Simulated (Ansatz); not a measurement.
**Equation of state of Sc3Te under PBE**

The structure is cubic, space group Fm-3m (No. 225). Conventional cell: a = 7.139 Å, b = 7.139 Å, c = 7.139 Å, α = 90.00°, β = 90.00°, γ = 90.00°. Sc (site symmetry -43m) has 4 Sc at 3.09 Å and 4 Te at 3.09 Å as nearest neighbours. Around Sc (site symmetry m-3m) lie 8 Sc at 3.09 Å. Around Te (site symmetry m-3m) lie 8 Sc at 3.09 Å.

The cell comes from a database or a generator and needn't be the stable form of this composition.

The cell was scaled at fixed shape and fractions and run with Ansatz, Ansatz PAW, cutoff 420 eV; PBE, k mesh 7 × 7 × 7 on the cell of 4 atoms, fermi-dirac occupations of 0.05 eV, no spin polarisation, no spin-orbit coupling. Energies are those that the program minimises, any entropy of the smearing included. For a metal such a mesh isn't converged to the digits shown.

```csv
V (Å³/atom),energy over the lowest row (meV/atom)
21.3757,14.697
21.8305,6.387
22.2853,1.663
22.7401,0.000
23.1949,?
23.6497,4.880
24.1045,11.167
```

Task: Fit the third-order Birch-Murnaghan form, give V0, B0 and B′, and predict the energy left open.

Result: With y = (V0/V)^(2/3), E = E0 + (9 V0 B0/16) [(y - 1)³ B′ + (y - 1)² (6 - 4y)]. Least squares through the rows shown give V0 = 22.7738 Å³/atom, E0 = -0.053 meV, B0 = 50.14 GPa (1 eV/Å³ = 160.218 GPa) and B′ = 3.39, with a largest miss of 0.063 meV, so B0 and B′ are loose. At V = 23.1949 the form with these constants gives 1.133 meV; the run gave 1.114 meV an atom.
